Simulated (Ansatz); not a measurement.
NiS$_{2}$:
```xyz
6
Lattice="3.9404 0.0000 0.0000 0.0000 5.2194 0.0000 -2.2033 0.0000 4.8353" Properties=species:S:1:pos:R:3 pbc="T T T"
Ni    -1.1017     0.0000     2.4176
Ni     0.0000     2.6097     0.0000
S      0.2442     4.6089     0.8248
S      2.5945     1.9992     1.5928
S     -0.8574     3.2202     3.2425
S      1.4929     0.6105     4.0104
```

Relaxed with r²SCAN+D4. Special points in fractions of this cell's reciprocal vectors: Γ (0.000, 0.000, 0.000); Z (0.000, 0.500, 0.000); D (0.000, 0.500, 0.500); B (0.000, 0.000, 0.500); A (-0.500, 0.000, 0.500); E (-0.500, 0.500, 0.500); C2 (-0.500, 0.500, 0.000); Y2 (-0.500, 0.000, 0.000).

Question: List the band energies nearest the valence-band maximum at these points for r²SCAN+D4 (plane waves, PAW; program Ansatz).

Answer: In eV from the valence-band maximum; about four levels below and three above (degenerate sets whole), none deeper than 8.9 eV; points with the same levels are listed once.

```
k                     below                above
--  -----------------------  -------------------
Γ    -1.90 -1.77 -0.82 0.00       0.82 1.77 2.41
Z   -1.79 -1.79 -0.64 -0.64  0.60 0.60 2.34 2.34
D   -1.83 -1.83 -1.34 -1.34  0.19 0.19 2.77 2.77
B   -1.29 -1.29 -1.06 -1.06  1.17 1.17 1.63 1.63
A   -1.58 -1.58 -1.19 -1.19  0.37 0.37 1.69 1.69
E   -1.80 -1.80 -1.31 -1.31  0.25 0.25 2.70 2.70
C2  -1.59 -1.59 -0.53 -0.53  0.89 0.89 1.60 1.60
Y2  -1.59 -1.41 -0.96 -0.75       0.70 1.55 2.08
```

Space group P2_1/c. The workflow started from a Materials Project entry (that database holds measured and hypothetical structures alike); the Crystallography Open Database copy checked does not list it. COD files the formula under space group No. 205, so this cell is another polymorph or a model. Whether it is the stable phase at ambient conditions was not checked. The cell was relaxed with r²SCAN+D4 under the symmetry of its start; its stability against distortions is not shown here. The run is not spin-polarised.

Potentials: the later of the program's two PAW sets.
